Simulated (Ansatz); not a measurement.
TiAl in space group R-3m (No. 166; Al on 3a, Ti on 3b) under volume change, PBEsol (plane waves, PAW; program Ansatz), shape and atoms relaxed at each volume.

```
V (Å³/atom)  E − E(relaxed) (meV/atom)  P (GPa)
-----------  -------------------------  -------
14.844                             [?]      [?]
15.333                            21.9     7.51
15.822                             5.2     3.49
16.312                             0.0     0.00
16.801                             [?]      [?]
17.291                            18.0    -5.63
17.780                            38.8    -7.90
```

Question: What belongs in the gaps?

Answer: 
- 14.844, E − E(relaxed) (meV/atom): 51.7
- 14.844, P (GPa): 12.15
- 16.801, E − E(relaxed) (meV/atom): 4.7
- 16.801, P (GPa): -3.01

Question: What does a third-order Birch–Murnaghan fit give for V₀, B₀ and B′?

Answer: V₀ = 16.31 Å³/atom, B₀ = 108 GPa, B′ = 3.8.

The cell is a constructed one: a structure type filled with these elements; neither database checked (COD, Materials Project) lists it. It is not the phase usual at ambient conditions (space group No. 123). The PBEsol relaxation kept the symmetry of its start. At this level the phase is mechanically unstable. No spin polarisation was allowed.

Potentials: the later of the program's two PAW sets.
